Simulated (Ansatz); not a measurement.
Q: SiO2 in space group P4_12_12 (No. 92; Si on 4a, O on 8b) is relaxed with PBE in the plane-wave PAW code Ansatz. What lattice parameters of the conventional cell result?

A: a = 5.084 Å, c = 7.100 Å.

Q: Give the free coordinates with the occupied sites.

A: In one choice of origin and axes:

```tsv
atom	site	symmetry	x	y	z
Si	4a	..2	0.2939	0.2939	0.0000
O	8b	1	0.2412	0.0935	0.1742
```

Q: Is it a metal or does it have a gap at this level?

A: A gap of 5.51 eV, direct.

The PBE relaxation kept the symmetry of its start.

Potentials: the later of the program's two PAW sets.
